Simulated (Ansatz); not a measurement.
## NMR crystallography of ZnS with indium replacing Zn: given against relaxed positions

Start: a supercell of ZnS (space group P6_3mc) built from a structure deposited in the COD (the entry's cell lengths or inner coordinates differ somewhat from later room-temperature determinations), with all atoms left at the host's positions.

Space group P3m1 (No. 156); a = 7.6240, c = 18.6900 Å, γ = 120.00°.

| site | Wyckoff | site symmetry | x | y | z |
| --- | --- | --- | --- | --- | --- |
| Zn1 | 3d | .m. | 0.8333 | 0.6667 | 0.0000 |
| Zn3 | 1b | 3m. | 0.3333 | 0.6667 | 0.0000 |
| Zn5 | 3d | .m. | 0.8333 | 0.6667 | 0.5000 |
| Zn7 | 1b | 3m. | 0.3333 | 0.6667 | 0.5000 |
| In | 1a | 3m. | 0.0000 | 0.0000 | 0.1667 |
| Zn10 | 3d | .m. | 0.0000 | 0.5000 | 0.1667 |
| Zn13 | 3d | .m. | 0.1667 | 0.8333 | 0.6667 |
| Zn16 | 1c | 3m. | 0.6667 | 0.3333 | 0.6667 |
| Zn17 | 3d | .m. | 0.1667 | 0.8333 | 0.3333 |
| Zn20 | 1c | 3m. | 0.6667 | 0.3333 | 0.3333 |
| Zn21 | 1a | 3m. | 0.0000 | 0.0000 | 0.8333 |
| Zn22 | 3d | .m. | 0.0000 | 0.5000 | 0.8333 |
| S25 | 3d | .m. | 0.8333 | 0.6667 | 0.1250 |
| S27 | 1b | 3m. | 0.3333 | 0.6667 | 0.1250 |
| S29 | 3d | .m. | 0.8333 | 0.6667 | 0.6250 |
| S31 | 1b | 3m. | 0.3333 | 0.6667 | 0.6250 |
| S33 | 1a | 3m. | 0.0000 | 0.0000 | 0.2917 |
| S34 | 3d | .m. | 0.0000 | 0.5000 | 0.2917 |
| S37 | 3d | .m. | 0.1667 | 0.8333 | 0.7917 |
| S40 | 1c | 3m. | 0.6667 | 0.3333 | 0.7917 |
| S41 | 3d | .m. | 0.1667 | 0.8333 | 0.4583 |
| S44 | 1c | 3m. | 0.6667 | 0.3333 | 0.4583 |
| S45 | 1a | 3m. | 0.0000 | 0.0000 | 0.9583 |
| S46 | 3d | .m. | 0.0000 | 0.5000 | 0.9583 |

One atom of each set is listed.

All values are calculated (Ansatz; DFT, PBE, plane waves and PAW, scalar-relativistic, 420 eV cutoff, Γ-centred 3×3×1 k-points, Fermi–Dirac smearing 0.01 eV, cell charge +1), not measured.

The largest force at the start is 1.7 eV/Å. Relaxing the ions at fixed cell moves them by 0.137 Å at most (atom 33, S) and 0.060 Å rms.

```json
{"site": "Zn1", "moved (Å)": "0.113", "first shell before": "4 S at 2.33–2.34 Å", "first shell after": "4 S at 2.31–2.39 Å", "V_zz before (10²¹ V/m²)": "1.75", "η before": "0.10"}
{"site": "Zn3", "moved (Å)": "0.049", "first shell before": "4 S at 2.33–2.34 Å", "first shell after": "4 S at 2.32–2.36 Å", "V_zz before (10²¹ V/m²)": "0.69", "η before": "0.00"}
{"site": "Zn5", "moved (Å)": "0.032", "first shell before": "4 S at 2.33–2.34 Å", "first shell after": "4 S at 2.32–2.34 Å", "V_zz before (10²¹ V/m²)": "-0.51", "η before": "0.25"}
{"site": "In", "moved (Å)": "0.017", "first shell before": "4 S at 2.33–2.34 Å", "first shell after": "4 S at 2.46 Å", "V_zz before (10²¹ V/m²)": "-0.81", "η before": "0.00"}
{"site": "Zn10", "moved (Å)": "0.064", "first shell before": "4 S at 2.33–2.34 Å", "first shell after": "4 S at 2.30–2.35 Å", "V_zz before (10²¹ V/m²)": "-1.39", "η before": "0.47"}
{"site": "Zn22", "moved (Å)": "0.052", "first shell before": "4 S at 2.33–2.34 Å", "first shell after": "4 S at 2.32–2.35 Å", "V_zz before (10²¹ V/m²)": "1.01", "η before": "0.04"}
{"site": "S25", "moved (Å)": "0.122", "first shell before": "3 Zn at 2.33–2.34 Å, 1 In at 2.33 Å", "first shell after": "3 Zn at 2.35–2.39 Å, 1 In at 2.46 Å", "V_zz before (10²¹ V/m²)": "3.80", "η before": "0.34"}
{"site": "S27", "moved (Å)": "0.023", "first shell before": "4 Zn at 2.33–2.34 Å", "first shell after": "4 Zn at 2.32–2.36 Å", "V_zz before (10²¹ V/m²)": "-1.48", "η before": "0.00"}
{"site": "S33", "moved (Å)": "0.137", "first shell before": "3 Zn at 2.33 Å, 1 In at 2.34 Å", "first shell after": "3 Zn at 2.37 Å, 1 In at 2.46 Å", "V_zz before (10²¹ V/m²)": "3.95", "η before": "0.00"}
{"site": "S34", "moved (Å)": "0.012", "first shell before": "4 Zn at 2.33–2.34 Å", "first shell after": "4 Zn at 2.30–2.34 Å", "V_zz before (10²¹ V/m²)": "-0.79", "η before": "0.56"}
{"site": "S37", "moved (Å)": "0.006", "first shell before": "4 Zn at 2.33–2.34 Å", "first shell after": "4 Zn at 2.32–2.33 Å", "V_zz before (10²¹ V/m²)": "0.059", "η before": "0.36"}
{"site": "S45", "moved (Å)": "0.011", "first shell before": "4 Zn at 2.33–2.34 Å", "first shell after": "4 Zn at 2.31–2.37 Å", "V_zz before (10²¹ V/m²)": "-0.31", "η before": "0.00"}
{"site": "S46", "moved (Å)": "0.037", "first shell before": "4 Zn at 2.33–2.34 Å", "first shell after": "4 Zn at 2.31–2.35 Å", "V_zz before (10²¹ V/m²)": "-0.66", "η before": "0.32"}
```

(1) What are V_zz and η after the relaxation?

Answers

(1) 

| site | V_zz after | η after | change of V_zz |
| --- | --- | --- | --- |
| Zn1 | 3.06 | 0.16 | +1.31 |
| Zn3 | 1.29 | 0.00 | +0.60 |
| Zn5 | -0.86 | 0.09 | -0.35 |
| In | -0.92 | 0.00 | -0.11 |
| Zn10 | 2.15 | 0.74 | – |
| Zn22 | 1.39 | 0.05 | +0.38 |
| S25 | 4.18 | 0.19 | +0.38 |
| S27 | -0.46 | 0.00 | +1.02 |
| S33 | 5.30 | 0.00 | +1.35 |
| S34 | 0.98 | 0.01 | – |
| S37 | -0.47 | 0.16 | – |
| S45 | -1.00 | 0.00 | -0.69 |
| S46 | -1.03 | 0.27 | -0.37 |

The largest change of V_zz along a kept axis is on S33, from 3.95 to 5.30. Small gradients that grow severalfold: S45 (-0.31 to -1.00). In per cent, |V_zz| changes by +37 to +88 on Zn, +13 on In, -69 to +56 on S (all sites that start above 0.5, bar those whose gradient vanishes or changes sign or whose main axis turns by over 40°). Where |V_zz| stays above 0.1 and the axes keep their order, η moves most on Zn5, from 0.25 to 0.09. On Zn10, S34, S37 the largest principal value lies along another axis in the second run, so the two V_zz can't be compared directly. The table leaves out 11 of the 24 sites, with |V_zz| up to 2.22; their tensors move by 0.91 at most along any direction. The statements above cover all sites. The host's own positions weren't relaxed first, so part of the change far from the defect can be the host's relaxation.

The defect repeats with the cell of 48 atoms, so it feels its images: sites between two images don't show the values beside a lone defect, and zeros or small values of η there can come from the images' arrangement. S and Zn carry a gradient in the pure host already, so the values there aren't the defect's effect alone. A uniform background compensates the cell's charge. Without spin–orbit coupling (the program notes it for In) the gradients are little affected as a rule: paired runs on crystals with a gap mostly move them by under 2 % at such atoms.
Before: The neighbours have not yet relaxed around the defect (largest force 1.7 eV/Å), so a real crystal will differ.
After: The relaxation keeps the site symmetry 3m of the start, so the impurity can move only along its axis; a start off the site could end lower.
